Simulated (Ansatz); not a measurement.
TaAl:
```
CELL_PARAMETERS angstrom
      3.19621     0.00000     0.00000
      0.00000     3.19621     0.00000
      0.00000     0.00000     3.19621
ATOMIC_POSITIONS crystal
  Ta 0.00000 0.00000 0.00000
  Al 0.50000 0.50000 0.50000
```

Relaxed with PBEsol. Special points in fractions of this cell's reciprocal vectors: Γ (0.000, 0.000, 0.000); X (0.000, 0.500, 0.000); M (0.500, 0.500, 0.000); R (0.500, 0.500, 0.500).

Q: List the band energies nearest the Fermi level at these points for PBEsol (plane waves, PAW; program Ansatz).

A: In eV from the Fermi level; about four levels below and three above (degenerate sets whole), none deeper than 8.9 eV; points with the same levels are listed once.

| k | below | above |
|---|---|---|
| Γ | -2.65 -2.65 | 2.62 2.62 2.62 |
| X | -5.93 -1.53 -0.37 -0.37 | 3.09 4.71 5.74 |
| M | -6.10 -2.86 -1.98 -1.98 | 0.52 0.52 4.75 |
| R | -4.27 -4.27 -4.27 | 0.13 3.30 3.30 3.30 |

Space group Pm-3m (CsCl type). The start of the workflow was typed in or built on a structure type; neither database checked (COD, Materials Project) lists it. Whether it is the stable phase at ambient conditions was not checked. Symmetry was held in the PBEsol relaxation. At this level the phase is mechanically unstable. No spin polarisation was allowed. Scalar-relativistic: spin–orbit coupling is off unless named, which matters more the heavier the elements.

Potentials: the earlier of the program's two PAW sets. The files were generated under PBE; for other functionals the program regenerates the frozen cores, and for LDA and PBEsol the local potential too.
